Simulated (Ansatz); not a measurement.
# Li (Fm-3m), tetragonal deformation path

Level of theory: Ansatz 0.2.0, DFT PBEsol, scalar-relativistic, plane waves, PAW. Cutoff 420 eV, Γ-centred 20×20×20 k-points, Gaussian smearing of 0.15 eV. No spin polarisation. Energies are free energies at this smearing, counted from the undisturbed cell; pressure is positive in compression.

Reference structure (as given, not relaxed at this level; it stands at -0.7 GPa; this fcc form isn't the usual structure):

```
CELL_PARAMETERS angstrom
0.00000 2.20200 2.20200
2.20200 0.00000 2.20200
2.20200 2.20200 0.00000
ATOMIC_POSITIONS crystal
Li 0.00000 0.00000 0.00000
```

At fixed volume and fractional coordinates, lengths along (0.000, 0.000, 1.000) are scaled against those across it; ρ is that ratio over its starting value. The cell is metallic on the mesh throughout. At ρ = 0.707 the cell becomes cubic (Im-3m), and there the slope of the energy vanishes by symmetry.

| ρ | ΔE (meV/atom) | pressure (GPa) |
| --- | --- | --- |
| 0.650 | 2.3 | -0.7 |
| 0.707 | 1.6 | -0.7 |
| 0.780 | 1.6 | -0.7 |
| 0.850 | ? | ? |
| 0.920 | 0.7 | -0.7 |
| 0.960 | ? | ? |
| 1.000 | 0.0 | -0.7 |
| 1.050 | 0.5 | -0.7 |
| 1.100 | ? | ? |
| 1.200 | 10.7 | -0.7 |
| 1.300 | ? | ? |
| 1.414 | 54.7 | -0.6 |
| 1.500 | 87.9 | -0.4 |

Give the withheld values.

ΔE (meV/atom) at ρ = 0.850: 1.4; pressure (GPa) at ρ = 0.850: -0.7; ΔE (meV/atom) at ρ = 0.960: 0.2; pressure (GPa) at ρ = 0.960: -0.7; ΔE (meV/atom) at ρ = 1.100: 2.3; pressure (GPa) at ρ = 1.100: -0.7; ΔE (meV/atom) at ρ = 1.300: 25.6; pressure (GPa) at ρ = 1.300: -0.7.